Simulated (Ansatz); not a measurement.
GaAs:
```
GaAs
1.0
    0.00000     2.82935     2.82935
    2.82935     0.00000     2.82935
    2.82935     2.82935     0.00000
As Ga
1 1
Direct
  0.75000   0.75000   0.75000
  0.00000   0.00000   0.00000
```

Relaxed with PBEsol. Special points in fractions of this cell's reciprocal vectors: Γ (0.000, 0.000, 0.000); X (0.500, 0.000, 0.500); U (0.625, 0.250, 0.625); K (0.375, 0.375, 0.750); L (0.500, 0.500, 0.500); W (0.500, 0.250, 0.750).

Q: List the band energies nearest the valence-band maximum at these points for the program Ansatz at the PBEsol level (PAW).

A: In eV from the valence-band maximum; about four levels below and three above (degenerate sets whole), none deeper than 8.9 eV; points with the same levels are listed once.

| k | below | above |
|---|---|---|
| Γ | 0.00 0.00 0.00 | 0.42 3.70 3.70 3.70 |
| X | -6.82 -2.68 -2.68 | 1.36 1.58 10.11 10.11 |
| U | -6.64 -3.88 -2.26 | 1.88 4.57 7.87 |
| L | -6.66 -1.14 -1.14 | 0.92 4.59 4.59 |
| W | -6.64 -3.56 -3.36 | 4.58 4.63 5.34 |

Space group F-43m (zinc blende). The PBEsol relaxation kept the symmetry of its start. Scalar-relativistic: spin–orbit coupling is off unless named, which matters more the heavier the elements.

Potentials: the later of the program's two PAW sets.
